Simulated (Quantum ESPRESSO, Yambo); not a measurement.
At a photon energy of 10.00 eV, RPA with local fields on LDA bands shifted by a G0W0 scissor of 3.55 eV (Quantum ESPRESSO and Yambo; 4×4×2 mesh, 143 bands, 3 Ry local-field block, 0.2 eV broadening) gives ε = 2.64 + 0.46i for KSO2F (space group P2_1/m, No. 11), field along x. Axes are Cartesian, with cell vectors (Å) (4.71, 0.00, 0.00), (0.00, 5.82, 0.00), (-2.25, 0.00, 6.79).

**Question.** Work out n, κ, the normal-incidence reflectivity, the absorption coefficient and the penetration depth.

**Answer.** 
|ε| = 2.68; n = √((|ε| + ε1)/2) = 1.63, κ = √((|ε| − ε1)/2) = 0.14. R = ((n − 1)² + κ²)/((n + 1)² + κ²) = 0.06. α = 2Eκ/(ħc) with ħc = 197.327 eV nm: 0.0143 per nm = 1.4 × 10⁵ per cm, a 1/e depth of 70 nm. The computed direct gap is 7.48 eV, and the energy scale of the real crystal may differ from it. Excitonic effects are left out, and values at one energy depend on mesh and broadening. The scissor comes from a G0W0 run whose convergence isn't established. Convergence of the RPA response with its 4×4×2 mesh was not tested.

Geometry of the Materials Project entry, not relaxed at this level; primitive cell a = 4.7090 Å, b = 5.8160 Å, c = 7.1513 Å, α = γ = 90.00°, β = 108.35°.
